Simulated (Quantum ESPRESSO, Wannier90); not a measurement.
# Wannierisation of Se (R-3)

```xyz
6
Lattice="0.0000 0.0000 4.8395 -5.6553 -3.2651 -1.6132 5.6553 -3.2651 -1.6132" Properties=species:S:1:pos:R:3 pbc="T T T"
Se     0.6969    -1.9931    -0.5359
Se    -0.6969     1.9931     0.5359
Se     1.3776     1.6001    -0.5359
Se    -1.3776    -1.6001     0.5359
Se    -2.0745     0.3930    -0.5359
Se     2.0745    -0.3930     0.5359
```

Structure: Materials Project mp-147, symmetrised, not relaxed again. COD (Crystallography Open Database) has the formula in 4 space groups, this one among them (matched by group alone). Computed values, not measurements, from PBEsol: Quantum ESPRESSO (norm-conserving PseudoDojo potentials, cutoff 69 Ry, no spin polarisation, no spin-orbit coupling) on a Γ-centred 4×4×4 mesh, then Wannier90. Density: 8×8×8 mesh, cold smearing 0.01 Ry. The cell is built of weakly bound layers, chains or molecules, whose nearest atoms lie 3.42 Å apart. Database cells relaxed without dispersion often hold them too far apart, which can enlarge gaps and weakens couplings between them; spacing and stacking were not compared with the measured crystal. Spin-orbit coupling, left out, would split the p-like bands by a few tenths of an eV.

Functional, cutoff and mesh named above are those of the base row (1); the first column says what each row takes instead. Model: 24 functions from bands 31-67, start hydrogen-like Se: s;p, disentangled but not localised (num_iter = 0), frozen window tied to the conduction edge or Fermi level of each row, as listed, which moves Ω_I and hoppings a little by itself. Energies are relative to the valence-band maximum; the misfit is to pw.x on a path, for states up to 2.3 eV relative to the valence-band maximum. The lattice is scaled uniformly, fractional positions fixed. The disentangled Ω_I can sit in another minimum from row to row.

```csv
scale,frozen to (eV),Ω_I (Å²),rms misfit (meV),gap (eV),bottom of band 31 (eV),on-site Se1 pz minus Se1 s (eV),"hopping modulus Se3 px – Se2 px, R = 0 0 0 (eV)","hopping modulus Se3 s – Se2 px, R = 0 0 0 (eV)","hopping modulus Se3 s – Se2 s, R = 0 0 0 (eV)"
0.98,2.95,27.80,2.5,1.45,-15.88,10.34,2.253,2.232,1.440
0.99,2.90,27.62,2.2,1.40,-15.65,10.38,2.197,2.151,1.375
1,2.85,27.45,2.0,1.35,-15.43,10.43,2.142,2.072,1.313
1.01,2.80,27.34,1.6,1.30,-15.22,10.47,2.088,1.995,1.254
1.02,2.76,27.26,1.6,1.26,-15.02,10.50,2.034,1.921,1.198
```
